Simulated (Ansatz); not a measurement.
Electric field gradients in NaScCu

These are results of DFT LDA, scalar-relativistic, plane waves, PAW in Ansatz, not measurements. Cutoff 420 eV, 18×18×18 k-points (Γ-centred), Fermi-Dirac smearing of 0.15 eV. No spin polarisation.

The cell, relaxed at this level:
```xyz
3
Lattice="-1.5776 1.5776 6.2203 1.5776 -1.5776 6.2203 1.5776 1.5776 -6.2203" Properties=species:S:1:pos:R:3 pbc="T T T"
Na    0.0000    0.0000    8.5762
Sc    0.0000    0.0000   -0.4990
Cu    0.0000    0.0000    4.3633
```

The cell was built by swapping an element in a database structure (itself possibly hypothetical) and relaxing; it need not be the stable form of this composition. In a metal these results depend on the k mesh and the smearing.

Give V_zz (10²¹ V/m²) and the asymmetry η at each distinct site.

Answers

```tsv
atom	V_zz	η
Na (atom 1)	-1.00	0.00
Sc (atom 2)	1.93	0.00
Cu (atom 3)	-0.209	0.00
```